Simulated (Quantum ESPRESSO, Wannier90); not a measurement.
# BeSe (zinc blende): Wannier90 run

```
begin unit_cell_cart
ang
    0.0000000000    2.5839700000    2.5839700000
    2.5839700000    0.0000000000    2.5839700000
    2.5839700000    2.5839700000    0.0000000000
end unit_cell_cart
begin atoms_frac
Be   0.0000000000  0.0000000000  0.0000000000
Se  -0.2500000000 -0.2500000000 -0.2500000000
end atoms_frac
```

Materials Project entry mp-1541; symmetrised, unrelaxed at this level. COD (Crystallography Open Database) has an entry of this formula and space group (matched by these alone). Computed values, not measurements, from LDA: Quantum ESPRESSO (norm-conserving PseudoDojo potentials, cutoff 71 Ry, no spin polarisation, no spin-orbit coupling) on a Γ-centred 8×8×8 mesh, then Wannier90. Density: 10×10×10 mesh, cold smearing 0.01 Ry. Spin-orbit coupling, left out, would split the p-like bands by a few tenths of an eV.

Band 7 is isolated and gives one Wannier function a cell (Se2 4s 86 %, Be1 2s 12 %; spread 1.25 Å²). Its on-site energy is ε = -12.494 eV relative to the valence-band maximum, and its hoppings t(R) = t(−R) to the nearer images are (images within this range that aren't listed have |t| under 5 meV):

| R (lattice vectors; −R alike) | distance (Å) | t (eV) |
|---|---|---|
| 0 0 1 | 3.65 | -0.118 |
| 0 1 -1 | 3.65 | -0.118 |
| 0 1 0 | 3.65 | -0.118 |
| 1 -1 0 | 3.65 | -0.118 |
| 1 0 -1 | 3.65 | -0.118 |
| 1 0 0 | 3.65 | -0.118 |
| 0 1 -2 | 6.33 | 0.006 |
| 0 1 1 | 6.33 | 0.006 |
| 0 2 -1 | 6.33 | 0.006 |
| 1 -2 0 | 6.33 | 0.006 |
| 1 -2 1 | 6.33 | 0.006 |
| 1 0 -2 | 6.33 | 0.006 |
| 1 0 1 | 6.33 | 0.006 |
| 1 1 -2 | 6.33 | 0.006 |
| 1 1 0 | 6.33 | 0.006 |
| 2 -1 -1 | 6.33 | 0.006 |
| 2 -1 0 | 6.33 | 0.006 |
| 2 0 -1 | 6.33 | 0.006 |

Problem. Work out the band energy at Γ, X, U, K from these numbers.

Solution. For one orbital E(k) = ε + Σ_R 2 t(R) cos(2π k·R), the sum over the listed R.
- Γ, k = (0.000, 0.000, 0.000): E = -12.494 + (-0.118)·(12.00) + (0.006)·(24.00) = -13.77 eV; pw.x: -13.75 eV
- X, k = (-0.500, -0.500, 0.000): E = -12.494 + (-0.118)·(-4.00) + (0.006)·(-8.00) = -12.07 eV; pw.x: -12.02 eV
- U, k = (-0.375, -0.375, 0.250): E = -12.494 + (-0.118)·(-3.66) + (0.006)·(4.00) = -12.04 eV; pw.x: -12.04 eV
- K, k = (-0.375, 0.000, 0.375): E = -12.494 + (-0.118)·(-3.66) + (0.006)·(4.00) = -12.04 eV; pw.x: -12.04 eV

At these points the listed shells miss the plane-wave band by up to 0.05 eV, of a width of 1.76 eV on the path. With all its hoppings the model misses the band by 0.1 meV at worst on the whole path, so most of the miss comes from the hoppings not listed.
